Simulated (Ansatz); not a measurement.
SrWO$_{4}$:
```yaml
crystal:
  lattice:
    - [-2.66938, 2.66938, 5.78716]
    - [2.66938, -2.66938, 5.78716]
    - [2.66938, 2.66938, -5.78716]
  atoms:
    - { symbol: Sr, position: [0.75000, 0.25000, 0.50000] }
    - { symbol: Sr, position: [0.00000, 0.00000, 0.00000] }
    - { symbol: W, position: [0.25000, 0.75000, 0.50000] }
    - { symbol: W, position: [0.50000, 0.50000, 0.00000] }
    - { symbol: O, position: [0.43527, 0.81931, 0.08428] }
    - { symbol: O, position: [0.56931, 0.98503, 0.88404] }
    - { symbol: O, position: [0.73503, 0.35099, 0.91572] }
    - { symbol: O, position: [0.10099, 0.68527, 0.11596] }
    - { symbol: O, position: [0.31473, 0.43069, 0.41572] }
    - { symbol: O, position: [0.18069, 0.26497, 0.61596] }
    - { symbol: O, position: [0.01497, 0.89901, 0.58428] }
    - { symbol: O, position: [0.64901, 0.56473, 0.38404] }
```

Relaxed with LDA. Special points in fractions of this cell's reciprocal vectors: Γ (0.000, 0.000, 0.000); X (0.000, 0.000, 0.500); P (0.250, 0.250, 0.250); N (0.000, 0.500, 0.000); M (0.500, 0.500, -0.500); S (0.303, 0.697, -0.303); S0 (-0.303, 0.303, 0.303); R (-0.106, 0.106, 0.500); G (0.500, 0.500, -0.106).

Problem. List the band energies nearest the valence-band maximum at these points for LDA in the plane-wave PAW code Ansatz.

Solution. In eV from the valence-band maximum; about four levels below and three above (degenerate sets whole), none deeper than 8.9 eV; points with the same levels are listed once.

| k | below | above |
|---|---|---|
| Γ | -0.70 -0.38 0.00 0.00 | 4.42 4.76 5.06 |
| X | -0.49 -0.49 -0.40 -0.40 | 4.59 4.59 5.06 5.06 |
| P | -0.46 -0.46 -0.43 -0.43 | 4.59 4.59 5.06 5.06 |
| N | -0.56 -0.51 -0.25 -0.20 | 4.75 4.83 4.85 |
| M | -0.39 -0.39 -0.05 -0.05 | 4.50 4.50 4.81 4.81 |
| S | -0.52 -0.41 -0.22 -0.10 | 4.73 4.81 4.84 |
| R | -0.49 -0.47 -0.33 -0.32 | 4.54 4.74 4.99 |

Space group I4_1/a. The first step of the workflow began from a Materials Project structure, measured or hypothetical; the Crystallography Open Database copy checked does not list it. Its standing as an ambient phase is unchecked. The LDA relaxation kept the symmetry of its start; of distortions, only those at the zone centre were tested. The run is not spin-polarised. No Hubbard U is applied. Scalar-relativistic: spin–orbit coupling is off unless named, which matters more the heavier the elements.

Potentials: the later of the program's two PAW sets.
